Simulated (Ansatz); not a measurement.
## AlRu5: relaxed-ion elastic tensor

All numbers below come from DFT PBE, scalar-relativistic, plane waves, PAW (Ansatz). Settings: 420 eV plane-wave cutoff, Γ-centred 12×12×4 mesh, Gaussian smearing of 0.10 eV. No spin polarisation.

The cell, relaxed at this level:
```
Al Ru
1.0
     2.75032    0.00000    0.00000
    -1.37516    2.38184    0.00000
     0.00000    0.00000   12.67317
Al Ru
1 5
Direct
  0.00000 0.00000 0.00000
  0.33333 0.66667 0.16501
  0.00000 0.00000 0.33226
  0.33333 0.66667 0.50000
  0.33333 0.66667 0.83499
  0.00000 0.00000 0.66774
```

The structure comes from a proposed guess, relaxed at this level; another structure or a mixture of phases may lie lower. In a metal, frequencies and elastic constants depend on the k mesh and the smearing, soft modes and shear constants most.

Task: Give the relaxed-ion elastic constants (GPa, Voigt order xx yy zz yz xz xy, on the Cartesian axes of the cell above).

Result:
C11 = 480.6, C12 = 151.6, C13 = 152.7, C22 = 480.6, C23 = 152.7, C33 = 526.6, C44 = 137.8, C55 = 137.8, C66 = 164.5 GPa; the others vanish.

Task: Is the crystal stable against homogeneous strain?

Result: Yes: the least eigenvalue of the tensor is 137.8 GPa.

Task: And the moduli of a polycrystal (Hill averages)?

Result: B = 267 GPa, G = 156 GPa, E = 391 GPa, ν = 0.26.
